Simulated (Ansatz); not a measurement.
BaTiO3:
```cif
data_BaO3Ti
_chemical_formula_sum 'Ti1 Ba1 O3'
_space_group_name_H-M_alt 'P4mm'
_space_group_IT_number 99
_space_group_name_Hall 'P 4 -2'
_cell_length_a 3.97187
_cell_length_b 3.97187
_cell_length_c 4.11405
_cell_angle_alpha 90.000
_cell_angle_beta 90.000
_cell_angle_gamma 90.000
loop_
_atom_site_label
_atom_site_type_symbol
_atom_site_symmetry_multiplicity
_atom_site_Wyckoff_symbol
_atom_site_fract_x
_atom_site_fract_y
_atom_site_fract_z
_atom_site_occupancy
Ti1 Ti 1 b 0.50000 0.50000 0.45242 1
Ba1 Ba 1 a 0.00000 0.00000 0.93434 1
O1 O 1 b 0.50000 0.50000 0.89508 1
O2 O 2 c 0.00000 0.50000 0.41208 1
```

Relaxed at zero pressure with r²SCAN (plane waves, PAW; program Ansatz).

Task: The volume is lowered by 3 % and shape and atoms relax at that volume. What pressure results, and how do the axes share the change?

Result: 4.0 GPa; a -0.4 %, b -0.4 %, c -2.2 %; the energy rises by 5 meV/atom.

Task: Give the new structure.

Result: 
Space group P4mm (No. 99); a = 3.9548 Å, b = 3.9548 Å, c = 4.0252 Å, α = 90.00°, β = 90.00°, γ = 90.00°

```
atom  site  symmetry       x       y       z
----  ----  --------  ------  ------  ------
Ti      1b       4mm  0.5000  0.5000  0.4449
Ba      1a       4mm  0.0000  0.0000  0.9295
O       1b       4mm  0.5000  0.5000  0.9036
O       2c      2mm.  0.0000  0.5000  0.4140
```

The phase is kept; no other phase was compared at this pressure.

Symmetry was held in the r²SCAN relaxation. The run is not spin-polarised. Scalar-relativistic: spin–orbit coupling is off unless named, which matters more the heavier the elements.

Potentials: the later of the program's two PAW sets.
